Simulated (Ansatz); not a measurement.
The start is a generated cell, WS2 built in the baddeleyite structure type. The structure is fully relaxed (lattice and positions, P = 0) with r2SCAN (plane waves to 500 eV, PAW, scalar-relativistic; Ansatz, a quantum-chemistry and plane-wave program). First-step values are on the input's coarse k-mesh.

Ansatz input (later rounds restart from its end on a renewed k-mesh):
Ansatz 0.2 input:
```yaml
crystal:
  lattice:
    - [6.141525, 0, 0]
    - [0, 6.214381, 0]
    - [-1.016991, 0, 6.258326]
  atoms:
    - { symbol: W, position: [0.2754, 0.0395, 0.2083] }
    - { symbol: W, position: [0.7246, 0.5395, 0.2917] }
    - { symbol: W, position: [0.7246, 0.9605, 0.7917] }
    - { symbol: W, position: [0.2754, 0.4605, 0.7083] }
    - { symbol: S, position: [0.07, 0.3317, 0.3447] }
    - { symbol: S, position: [0.93, 0.8317, 0.1553] }
    - { symbol: S, position: [0.93, 0.6683, 0.6553] }
    - { symbol: S, position: [0.07, 0.1683, 0.8447] }
    - { symbol: S, position: [0.4496, 0.7569, 0.4792] }
    - { symbol: S, position: [0.5504, 0.2569, 0.0208] }
    - { symbol: S, position: [0.5504, 0.2431, 0.5208] }
    - { symbol: S, position: [0.4496, 0.7431, 0.9792] }
basis: { ecutwfc: 500, ecutrho_ratio: 4, xc_grid: 4, fft_grid_basis: typed }
kpoints: { mp_grid: { grid: [3, 3, 3] } }
hamiltonian:
  xc: r2scan
  dispersion: none
  pseudopotentials: { kind: paw }
scf: { occupations: { method: fermi_dirac, width: 0.05 } }
relax: { f_tol: 0.01, max_steps: 100, cell: { stress_tol: 0.02 } }
output: { forces: true, stress: true }
```

Task: How large is the pressure on the unrelaxed cell, and of which sign?

Result: -15 GPa (negative: the cell is under tension).

Task: By how much does the energy per atom fall from start to end?

Result: 0.15 eV/atom.

Task: How do the shortest distances between atoms change?

Result: The closest pairs of elements (up to four, under 3.6 Å), start → end: S–W 2.45 → 2.36 Å; S–S 3.03 → 2.87 Å.

Task: Is the relaxed structure metallic? Give its gap.

Result: No gap on the sampled points, where the bands overlap only slightly; such a result is sensitive to mesh and level.

Task: Write out the relaxed structure.

Result: 
Space group P2₁/c (No. 14); a = 5.9268 Å, b = 5.9197 Å, c = 6.1427 Å, α = 90.00°, β = 100.87°, γ = 90.00°

```csv
atom,site,symmetry,x,y,z
W,4e,1,0.2756,0.0498,0.1998
S,4e,1,0.0789,0.3439,0.3436
S,4e,1,0.5528,0.2616,0.0048
```

The space group stays P2₁/c (No. 14) (the run could not lower it); the end is AFLOW prototype A2B_mP12_14_2e_e (C43, as in ZrO2), with 12 atoms in the primitive cell. Final values are on a 7×7×6 k-mesh of the relaxed cell. No spin polarisation in the result. Without spin-orbit coupling the bands of the heavy element are not split, so the gap can be far off.

The run could not lose the symmetry of its start, so the end can be a saddle point.

The relaxed structure here is a generated cell of WS2: the first start was made by placing the elements on the sites of a structure type, and the end was not matched to a known phase here, so it may be hypothetical. Known forms of WS2 include space group No. 194.
